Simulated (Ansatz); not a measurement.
The start is a relaxed Mg cell, doubled along one cell vector, shaken by Gaussian noise of σ = 0.08 Å a coordinate. A full variable-cell relaxation at zero pressure is run with r2SCAN (plane waves to 500 eV, PAW, scalar-relativistic; Ansatz, a first-principles code). The first steps use a coarse 13×13×7 k-mesh.

Input geometry:
```
Mg
1.0
   -1.79601     1.79601     1.74821
    1.79601    -1.79601     1.74821
    3.59201     3.59201    -3.49642
Mg
2
Direct
  0.48199   0.51989   0.00450
  0.46751   0.45881   0.47661
```

Q: What is the largest force in the starting geometry, and on which atom (counted from 1)?

A: 0.46 eV/Å, on Mg1, Mg2 (atoms numbered as listed).

Q: How much energy is released per atom?

A: 0.04 eV/atom.

Q: Is the parent structure recovered?

A: It does not go back: it reaches P6₃/mmc (No. 194), hcp (Mg type), 0.03 eV/atom below the parent.

Q: How do the shortest distances between atoms change?

A: The closest pairs of elements (up to four, under 3.6 Å), start → end: Mg–Mg 2.95 → 3.17 Å.

Q: Write out the relaxed structure.

A: 
Space group P6₃/mmc (No. 194); a = b = 3.1745 Å, c = 5.1851 Å, α = β = 90.00°, γ = 120.00°

| atom | site | symmetry | x | y | z |
|---|---|---|---|---|---|
| Mg | 2c | -6m2 | 0.3333 | 0.6667 | 0.2500 |

Final values are on a 17×17×9 k-mesh of the relaxed cell. No spin polarisation in the result.

The run could not lose the symmetry of its start.

Of the parent cell (I4/mmm (No. 139)): it is a generated cell of Mg: the first start was made by placing the elements on the sites of a structure type, and the end was not matched to a known phase here, so it may be hypothetical. Known forms of Mg include space group No. 194.
